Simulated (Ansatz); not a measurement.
**Notes on CuTe**

```
Cu Te
1.0
     3.13891    0.00000    0.00000
     0.00000    4.07113    0.00000
     0.00000    0.00000    6.92053
Cu Te
2 2
Direct
  0.25000 0.75000 0.45270
  0.75000 0.25000 0.54730
  0.25000 0.25000 0.22130
  0.75000 0.75000 0.77870
```

Method: r2SCAN, no spin polarisation; PAW, plane waves to 500 eV, 11×8×5 Γ-centred mesh, fermi-dirac occupations (width 0.1 eV) (Ansatz 0.2.0), atoms fixed.

**Charges.** Bader charges in e: Cu +0.18, Te -0.18. In the mean Cu gives up most and Te takes most.
**Forces.** The largest is on Te3 (and as large on other atoms): 0.23 eV/Å, components (0.00, 0.00, 0.23). It makes 52° with the line to a nearest neighbour, Cu1 at 2.59 Å.
**At the Fermi level.** It is a metal, with about 1.4 states/eV a cell as the mean within 0.25 eV of the Fermi level, mostly Te p (70 %) and Cu d (24 %).
**Contacts.** Cu–Te at 2.59 Å: least valence density 0.40 e/Å³ and ELF 0.37 there. Cu–Cu at 2.65 Å: least valence density 0.22 e/Å³ and ELF 0.21 there. Both are smooth PAW fields, read partly inside the augmentation spheres.

Origin: a database entry at a rescaled volume.
